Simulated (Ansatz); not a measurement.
Data:

Starting cell, Al (fcc, Cu type):

```
CELL_PARAMETERS angstrom
      3.99199     0.00000     0.00000
      0.00000     3.99199     0.00000
      0.00000     0.00000     3.99199
ATOMIC_POSITIONS crystal
  Al 0.00000 0.00000 0.00000
  Al 0.50000 0.50000 0.00000
  Al 0.50000 0.00000 0.50000
  Al 0.00000 0.50000 0.50000
```

In this cell atom 4 (Al, nearest neighbour Al at 2.823 Å; its periodic images, 4.0 Å or more away, move with it) is moved by s along Cartesian [110], unit vector (0.707, 0.707, 0.000); all other atoms and the cell stay fixed.

These are r2SCAN (plane waves to 500 eV, PAW, scalar-relativistic; Ansatz, a quantum-chemistry and plane-wave program) values and carry that method's errors. k mesh 9×9×9 (Γ-centred), Fermi-Dirac smearing 0.05 eV. The energy includes the smearing's −TS. With partly filled bands, energies and forces of such displacements shift with the k mesh and the smearing. On this mesh the relaxed cell isn't quite at rest: it carries a pressure of 0.3 GPa (compression positive) at the zero of the scan. Al was relaxed with its symmetry unable to fall. ΔE is measured from the undisplaced structure.

The scan covers s from -0.560 to 0.560 Å in 11 points.

Problem. Is the energy the same for equal positive and negative displacements?

Solution. Even: the same for both signs. With its periodic images moving along, the atom's site symmetry in this cell is m-3m.

Problem. What force acts on the atom along the line at s = -0.560 Å?

Solution. 4.40 eV/Å.

Problem. What is the energy change at s = 0.560 Å?

Solution. 1038 meV/cell.

Problem. What is the force constant k = d²E/ds² of this move at s = 0?

Solution. 5.48 eV/Å².

(For displaced atoms, the force is minus the slope of the energy, and its curvature is a force constant, which sets phonon frequencies.)
